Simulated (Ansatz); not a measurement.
SnSe in space group Pnma (No. 62; Sn on 4c, Se on 4c), plane-wave PAW PBE+D3(BJ) (Ansatz code). The conduction-band minimum lies on the Y–Γ line, 35 % of the way from Y, with 2 equivalent valleys. Second derivatives d²E/dk² of the lowest band at one valley (eV·Å²), along Cartesian directions:

| direction | d²E/dk² |
|---|---|
| [100] | 2.449 |
| [010] | 120.1 |
| [001] | 58.77 |
| [110] | 61.35 |
| [101] | 30.56 |
| [011] | 89.32 |

Q: Find the principal effective masses, the density-of-states mass and the conductivity mass.

A: Off-diagonal terms follow from H_xy = H[110] − (H_xx + H_yy)/2, and m*/mₑ = 7.620 eV·Å² over each eigenvalue: 0.063, 0.13, 3.1. One valley's DOS mass (m₁m₂m₃)^(1/3) = 0.29, conductivity mass 3/(Σ 1/mᵢ) = 0.13 mₑ.

Q: What effective density of states Nc follows at 300 K for parabolic valleys?

A: Nc = 2.509e19 × 2 × (0.29)^(3/2) ≈ 7.8e18 cm⁻³.

The cell was relaxed with PBE+D3(BJ) under the symmetry of its start. Spin–orbit coupling is left out wherever it is not named.

Potentials: the later of the program's two PAW sets.

Edges and masses are those of Kohn–Sham bands, whose gap is no quasiparticle gap.
